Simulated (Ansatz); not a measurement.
Method: PBE, scalar-relativistic; collinear spin; PAW, 420 eV, 8×8×8 k-mesh, Gaussian smearing of 0.05 eV; code Ansatz; PAW files: Ansatz's generated set soft_2.

A crystal of composition X3Si, relaxed at this level of theory, gives this pattern between 10° and 80°.

Cu Kα1 powder pattern (kinematic, no thermal factors).
```json
{"2θ (°)": "18.32", "relative intensity": "18"}
{"2θ (°)": "26.03", "relative intensity": "16"}
{"2θ (°)": "32.02", "relative intensity": "100"}
{"2θ (°)": "37.14", "relative intensity": "50"}
{"2θ (°)": "41.71", "relative intensity": "10"}
{"2θ (°)": "45.91", "relative intensity": "7"}
{"2θ (°)": "53.53", "relative intensity": "35"}
{"2θ (°)": "57.07", "relative intensity": "5"}
{"2θ (°)": "60.46", "relative intensity": "3"}
{"2θ (°)": "63.75", "relative intensity": "41"}
{"2θ (°)": "66.95", "relative intensity": "12"}
{"2θ (°)": "70.07", "relative intensity": "2"}
{"2θ (°)": "73.13", "relative intensity": "4"}
{"2θ (°)": "79.12", "relative intensity": "6"}
```

Question: Which lattice and cell does the pattern come from?

Answer: Cubic, space group Pm-3m (No. 221), a = 4.838 Å, b = 4.838 Å, c = 4.838 Å, α = 90.00°, β = 90.00°, γ = 90.00°. The line positions fix the lattice at most, not the space group, and lines under 1 % of the strongest aren't listed; this is the group of the computed cell.

The calculation on X3Si, where X is one element, gave:

- Band gap: zero (metallic)
- Density of states at the Fermi level: 0.64 states/(eV·atom)
- Magnetic state: ferromagnetic
- Site spin moments: X 6.99; Si -0.18 μB
- Spin moment of the cell: 21.67 μB
- f electrons (orthogonalised atomic orbitals): X 6.80
- Formation energy from the elements (0 K, uncorrected): -0.25 eV/atom
- Bulk modulus (Birch–Murnaghan): 33 GPa
- Pressure derivative B0′: 4.2

Sites: X on 3c, Si on 1a.

Question: Which element is X?
A. Eu
B. Tb
C. Sm
D. Gd

Answer: A. X is Eu, so the compound is Eu3Si.

The structure was built from a prototype; whether the compound forms in it isn't claimed.

Without a U the 4f levels of Eu lie too near the Fermi level, so their share of the states there, and what hangs on it, is overstated. No spin–orbit coupling, a notable omission for heavy elements. Site moments are of spin, integrated over atomic spheres.
